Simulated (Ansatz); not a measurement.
Mg2Rh:
```cif
data_Mg4Rh2
_chemical_formula_sum 'Mg4 Rh2'
_space_group_name_H-M_alt 'I4/mmm'
_space_group_IT_number 139
_space_group_name_Hall '-I 4 2'
_cell_length_a 3.13501
_cell_length_b 3.13501
_cell_length_c 9.86000
_cell_angle_alpha 90.000
_cell_angle_beta 90.000
_cell_angle_gamma 90.000
loop_
_atom_site_label
_atom_site_type_symbol
_atom_site_symmetry_multiplicity
_atom_site_Wyckoff_symbol
_atom_site_fract_x
_atom_site_fract_y
_atom_site_fract_z
_atom_site_occupancy
Mg1 Mg 4 e 0.00000 0.00000 0.35615 1
Rh1 Rh 2 a 0.00000 0.00000 0.00000 1
```
(The calculation used a cell of 3 atoms; values per cell refer to that cell.)

Relaxed at zero pressure with DFT-LDA in the program Ansatz with PAW potentials.

### Question
The volume is raised by 6 % and shape and atoms relax at that volume. What pressure results, and how do the axes share the change?

### Answer
-3.0 GPa; a 0.3 %, b 0.3 %, c 5.5 %; the energy rises by 10 meV/atom.

### Question
Give the new structure.

### Answer

Space group I4/mmm (No. 139); a = b = 3.143 Å, c = 10.399 Å, α = β = γ = 90.00°

```json
[
 {"atom": "Mg", "site": "4e", "symmetry": "4mm", "x": "0.0000", "y": "0.0000", "z": "0.3614"},
 {"atom": "Rh", "site": "2a", "symmetry": "4/mmm", "x": "0.0000", "y": "0.0000", "z": "0.0000"}
]
```

The phase is kept; no other phase was compared at this pressure.

The workflow started from a Materials Project entry (that database holds measured and hypothetical structures alike); the Crystallography Open Database copy checked does not list it. Whether it is the stable phase at ambient conditions was not checked. Symmetry was held in the LDA relaxation; its stability against distortions is not shown here. No spin polarisation was allowed. Axis ratios of metals converge slowly with the k-mesh, so a and c are less sure than the volume.

Potentials: the later of the program's two PAW sets.
